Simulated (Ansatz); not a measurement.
CdS:
```
CdS
1.0
    4.19254     0.00000     0.00000
   -2.09627     3.63085     0.00000
    0.00000     0.00000    20.51676
Cd S
6 6
Direct
  0.00000   0.00000   0.99978
  0.00000   0.00000   0.49978
  0.66667   0.33333   0.83326
  0.33333   0.66667   0.33326
  0.66667   0.33333   0.16656
  0.33333   0.66667   0.66656
  0.00000   0.00000   0.87462
  0.00000   0.00000   0.37462
  0.66667   0.33333   0.70809
  0.33333   0.66667   0.20809
  0.66667   0.33333   0.04139
  0.33333   0.66667   0.54139
```

x, y and z are the axes in which the lattice vectors are written.

### Question
Give the proper piezoelectric stress tensor with relaxed ions from plane-wave PAW PBE (Ansatz code).

### Answer
In C/m², rows x, y, z, Voigt columns; mesh uncertainty up to 0.00.
```
 0.00   0.00   0.00   0.00   0.11   0.00
 0.00   0.00   0.00   0.11   0.00   0.00
 0.13   0.13  -0.24   0.00   0.00   0.00
```

The elastic tensor of the same run (GPa):

```tsv
	1	2	3	4	5	6
1	78.5	44.9	36.5	0.0	0.0	0.0
2	44.9	78.5	36.5	0.0	0.0	0.0
3	36.5	36.5	87.2	0.0	0.0	0.0
4	0.0	0.0	0.0	15.1	0.0	0.0
5	0.0	0.0	0.0	0.0	15.1	0.0
6	0.0	0.0	0.0	0.0	0.0	16.8
```

### Question
Convert to strain constants d = e·S.

### Answer
In pC/N:
```
 0.0   0.0   0.0   0.0   7.4   0.0
 0.0   0.0   0.0   7.4   0.0   0.0
 2.5   2.5  -4.8   0.0   0.0   0.0
```

Space group P6_3mc. The cell is a constructed one: a structure type filled with these elements. Its sites differ from those of the usual phase in this space group: another stacking or structure type. The PBE relaxation kept the symmetry of its start; its stability against distortions is not shown here. Signs of piezoelectric constants follow the polarity of the cell as given.

Potentials: the later of the program's two PAW sets.
